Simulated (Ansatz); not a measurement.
# Li: strain and displacement

```
CELL_PARAMETERS angstrom
-1.75000 1.75000 1.75000
1.75000 -1.75000 1.75000
1.75000 1.75000 -1.75000
ATOMIC_POSITIONS crystal
Li 0.00000 0.00000 0.00000
```

Structure: COD 9011628, as refined from experiment and not relaxed.

All numbers below come from Ansatz 0.2.0, DFT, PBEsol, all-electron LAPW, scalar-relativistic.

Sampling and basis: a Γ-centred 15×15×15 k mesh, Fermi–Dirac smearing of 0.08 eV, basis error target 0.25 meV/atom, no spin polarisation.

The unchanged cell is at -0.71 GPa.

In a metal, stresses and small energies carry noise from the k mesh.

x, y and z are the Cartesian axes of the cell as listed; fractional coordinates follow a strain, and an engineering shear is twice the off-diagonal strain component.

Problem. One change gave: energy change under 1 meV/atom; stress change (xx, yy, zz, yz, xz, xy) 0.00, 0.00, 0.00, -0.09, -0.09, -0.09 GPa, compression positive. Which change was it?
A. equal xy, yz and zx engineering shear strains of -2 %
B. equal xy, yz and zx engineering shear strains of +3 %
C. equal xy, yz and zx engineering shear strains of +1 %
D. equal xy, yz and zx engineering shear strains of -1 %
E. equal xy, yz and zx engineering shear strains of -3 %
F. equal xy, yz and zx engineering shear strains of +2 %

Solution. C. For equal xy, yz and zx engineering shear strains of -3 %: energy change +2 meV/atom; stress change (xx, yy, zz, yz, xz, xy) 0.01, 0.01, 0.01, 0.36, 0.36, 0.36 GPa, compression positive. For equal xy, yz and zx engineering shear strains of -1 %: energy change under 1 meV/atom; stress change (xx, yy, zz, yz, xz, xy) 0.00, 0.00, 0.00, 0.11, 0.11, 0.11 GPa, compression positive. For equal xy, yz and zx engineering shear strains of +2 %: energy change under 1 meV/atom; stress change (xx, yy, zz, yz, xz, xy) 0.00, 0.00, 0.00, -0.18, -0.18, -0.18 GPa, compression positive. For equal xy, yz and zx engineering shear strains of -2 %: energy change under 1 meV/atom; stress change (xx, yy, zz, yz, xz, xy) 0.00, 0.00, 0.00, 0.23, 0.23, 0.23 GPa, compression positive. For equal xy, yz and zx engineering shear strains of +3 %: energy change +2 meV/atom; stress change (xx, yy, zz, yz, xz, xy) 0.01, 0.01, 0.01, -0.25, -0.25, -0.25 GPa, compression positive.
